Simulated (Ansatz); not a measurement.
TiAl:
```cif
data_AlTi
_chemical_formula_sum 'Al1 Ti1'
_space_group_name_H-M_alt 'P 1'
_space_group_IT_number 1
_cell_length_a 4.93923
_cell_length_b 4.93923
_cell_length_c 4.93923
_cell_angle_alpha 33.798
_cell_angle_beta 33.798
_cell_angle_gamma 33.798
loop_
_space_group_symop_operation_xyz
  'x, y, z'
loop_
_atom_site_label
_atom_site_type_symbol
_atom_site_fract_x
_atom_site_fract_y
_atom_site_fract_z
_atom_site_occupancy
Al1 Al 0.00000 0.00000 0.00000 1
Ti1 Ti 0.50000 0.50000 0.50000 1
```

Relaxed with r²SCAN.

Question: Decompose the optical modes at the zone centre into irreducible representations, and say which are infrared and Raman allowed.

Answer: Point group -3m: Γ_opt = A2u + Eu. Infrared: A2u, Eu. Raman: none.

Question: Assign frequencies (DFPT, plane-wave PAW r²SCAN (Ansatz code)).

Answer: Eu 183, A2u 331 cm⁻¹.

Space group R-3m. The cell is a constructed one: a structure type filled with these elements; neither database checked (COD, Materials Project) lists it. It is not the phase usual at ambient conditions (space group No. 123). The cell was relaxed with r²SCAN under the symmetry of its start. At this level the phase is mechanically unstable. No spin polarisation was allowed. As this level gives no gap, phonon frequencies hold no LO–TO term and depend on the k-mesh and smearing (Fermi–Dirac, 0.1 eV here).

Potentials: the later of the program's two PAW sets.
